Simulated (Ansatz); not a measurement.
Relaxed-ion elastic tensor of SiGe in space group R-3m (No. 166; Si on 6c, Ge on 6c) in GPa (Voigt order), plane-wave PAW PBEsol (Ansatz code); density 3.93 g/cm³, 21.27 Å³ per atom.

```
  165   44.2   34.9  -12.3    0.0    0.0
 44.2    165   34.9   12.3    0.0    0.0
 34.9   34.9    171    0.0    0.0    0.0
-12.3   12.3    0.0   50.8    0.0    0.0
  0.0    0.0    0.0    0.0   50.8  -12.3
  0.0    0.0    0.0    0.0  -12.3   60.3
```

Question: Is the crystal mechanically stable?

Answer: Yes: the smallest eigenvalue of C is 42.4 GPa.

Question: Work out the Voigt, Reuss and Hill averages.

Answer: K_V = 81.0, K_R = 81.0, K_H = 81.0; G_V = 58.2, G_R = 55.0, G_H = 56.6 GPa.

Question: Give Young's modulus, Poisson's ratio, Pugh's ratio and the universal anisotropy index.

Answer: E = 9KG/(3K + G) = 138 GPa; ν = 0.22; K/G = 1.43 (brittle by the Pugh limit of 1.75); A_U = 5G_V/G_R + K_V/K_R − 6 = 0.29.

Question: Estimate the sound speeds and the Debye temperature.

Answer: v_l = √((K + 4G/3)/ρ) = 6310 m/s, v_t = √(G/ρ) = 3790 m/s, mean 4200 m/s; Θ = (h/k)(3n/4πV)^(1/3) v_m = 451 K.

Question: Solve the Christoffel equation for the three sound speeds along x, y, z.

Answer: Eigenvalues of C_ijkl n_j n_l equal ρv². In km/s, slowest first: x 3.28, 4.18, 6.48; y 3.55, 3.92, 6.50; z 3.59, 3.59, 6.60.

Question: How much does each axis shrink under pressure?

Answer: Linear compressibilities β_i = Σ_j S_ij (j = 1 to 3): x 4.1, y 4.1, z 4.2 per TPa.

The start of the workflow was typed in or built on a structure type; neither database checked (COD, Materials Project) lists it. Whether it is the stable phase at ambient conditions was not checked. Symmetry was held in the PBEsol relaxation; whether a distortion lowers the energy is not shown.

Potentials: the earlier of the program's two PAW sets. The files were generated under PBE; for other functionals the program regenerates the frozen cores, and for LDA and PBEsol the local potential too.
